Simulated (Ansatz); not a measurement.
Rh:
```yaml
crystal:
  lattice:
    - [0.00000, 1.91505, 1.91505]
    - [1.91505, 0.00000, 1.91505]
    - [1.91505, 1.91505, 0.00000]
  atoms:
    - { symbol: Rh, position: [0.00000, 0.00000, 0.00000] }
```

Relaxed with PBE. Special points in fractions of this cell's reciprocal vectors: Γ (0.000, 0.000, 0.000); X (0.500, 0.000, 0.500); U (0.625, 0.250, 0.625); K (0.375, 0.375, 0.750); L (0.500, 0.500, 0.500); W (0.500, 0.250, 0.750).

List the band energies nearest the Fermi level at these points for PBE with spin–orbit coupling in the plane-wave PAW code Ansatz.

In eV from the Fermi level; about four levels below and three above (degenerate sets whole), none deeper than 8.9 eV; … stands for higher levels left out; points with the same levels are listed once.

```
k                    below                above
-  -----------------------  -------------------
Γ  -0.94 -0.94 -0.94 -0.94                    …
X  -6.12 -6.12 -5.76 -5.76  0.49 0.49 0.85 0.85
U  -2.01 -2.01 -0.66 -0.66  0.38 0.38 7.70 7.70
L  -3.20 -3.20 -2.91 -2.91  0.48 0.48 0.65 0.65
W  -3.66 -3.66 -1.14 -1.14  0.97 0.97 9.26 9.26
```

Space group Fm-3m (fcc (Cu type)). The cell was relaxed with PBE under the symmetry of its start. The run is not spin-polarised.

Potentials: the earlier of the program's two PAW sets.
